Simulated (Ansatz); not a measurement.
# Stationary points along a deformation path in TiRe

All numbers below come from Ansatz 0.2.0, DFT PBEsol, scalar-relativistic, plane waves, PAW. The runs took a 420 eV cutoff, a Γ-centred 16×16×16 mesh and Gaussian smearing (0.15 eV). Spin–orbit coupling is left out, which can shift energies with elements as heavy as these. No spin polarisation. Energies are free energies at this smearing, counted from the undisturbed cell; pressure is positive in compression.

The undisturbed cell (as given, not relaxed at this level; it stands at -7.6 GPa, and it needn't be the usual structure):

```
Ti Re
1.0
     3.11800    0.00000    0.00000
     0.00000    3.11800    0.00000
     0.00000    0.00000    3.11800
Ti Re
1 1
Direct
  0.50000 0.50000 0.50000
  0.00000 0.00000 0.00000
```

At fixed volume and fractional coordinates, lengths along (0.577, 0.577, 0.577) are scaled against those across it; ρ is that ratio over its starting value. V = 15.156 Å³/atom. Δσ is the stress along the axis less the mean stress across it (compression positive).

```csv
ρ,ΔE (meV/atom),Δσ (GPa),space group
0.500,7128.5,527.96,R-3m
0.600,2849.8,247.52,R-3m
0.710,1006.0,115.05,R-3m
0.850,174.6,38.54,R-3m
0.930,28.4,13.87,R-3m
1.000,0.0,0.00,Pm-3m
1.080,22.6,-9.72,R-3m
1.200,142.8,-27.00,R-3m
1.410,544.2,-47.75,R-3m
1.700,1053.1,-38.48,R-3m
2.000,1292.8,0.00,Fm-3m
```

Question: How does the stress give the slope of the energy, and where is the energy stationary?

Answer: Along the path d ln(length) is 2/3 d ln ρ on the axis and −1/3 d ln ρ across it, so dE/d ln ρ = −(2/3) V Δσ: the energy falls with ρ where Δσ is positive. Δσ vanishes or changes sign at ρ = 1.000 (Pm-3m), a minimum at 0.0 meV/atom; at ρ = 2.000 (Fm-3m, an end of the scan), at 1292.8 meV/atom. Pairs of stationary points between two samples would go unseen, and could change a minimum read from distant neighbours into a maximum. At ρ = 1.000, 2.000 the cell is cubic, where symmetry alone makes the stress isotropic and the slope zero.

Question: Which shear constant sets the curvature at ρ = 1?

Answer: For a cubic crystal E/V = (2/3) C (ln ρ)² with C = C44, so Δσ = −2C ln ρ. The parabola of Δσ against ln ρ through ρ = 0.930, 1 and 1.080 gives C ≈ 80 GPa with the ions clamped, rough because the steps are large. It is the stress–strain coefficient at this cell's pressure of -7.6 GPa, not the zero-pressure constant.

In a metal these slopes depend on the k mesh and the smearing.

Cost: 11 runs of about 1.9 core-minutes in all, on Arm Neoverse V1 (shared hosts).